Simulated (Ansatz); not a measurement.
BaTiS₃ in space group P6_3cm (No. 185; Pearson symbol hP30), PBE (plane waves, PAW; program Ansatz). The conduction-band minimum lies at Γ, with 1 equivalent valley. Second derivatives d²E/dk² of the lowest band at one valley (eV·Å²), along Cartesian directions:

| direction | d²E/dk² |
|---|---|
| [100] | 29.14 |
| [010] | 29.14 |
| [001] | 22.20 |
| [110] | 29.14 |
| [101] | 25.68 |
| [011] | 25.68 |

Q: Find the principal effective masses, the density-of-states mass and the conductivity mass.

A: Off-diagonal terms follow from H_xy = H[110] − (H_xx + H_yy)/2, and m*/mₑ = 7.620 eV·Å² over each eigenvalue: 0.26, 0.26, 0.34. One valley's DOS mass (m₁m₂m₃)^(1/3) = 0.29, conductivity mass 3/(Σ 1/mᵢ) = 0.28 mₑ.

Q: What effective density of states Nc follows at 300 K for parabolic valleys?

A: Nc = 2.509e19 × 1 × (0.29)^(3/2) ≈ 3.9e18 cm⁻³.

The start of the workflow was typed in or built on a structure type; neither database checked (COD, Materials Project) lists it. COD files the formula under space group No. 194, so this cell is another polymorph or a model. Whether it is the stable phase at ambient conditions was not checked. The cell was relaxed with PBE under the symmetry of its start; its stability against distortions is not shown here. The workflow began spin-polarised and lost its moments. Spin–orbit coupling is left out wherever it is not named.

Potentials: the later of the program's two PAW sets.

Edges and masses are those of Kohn–Sham bands, whose gap is no quasiparticle gap.
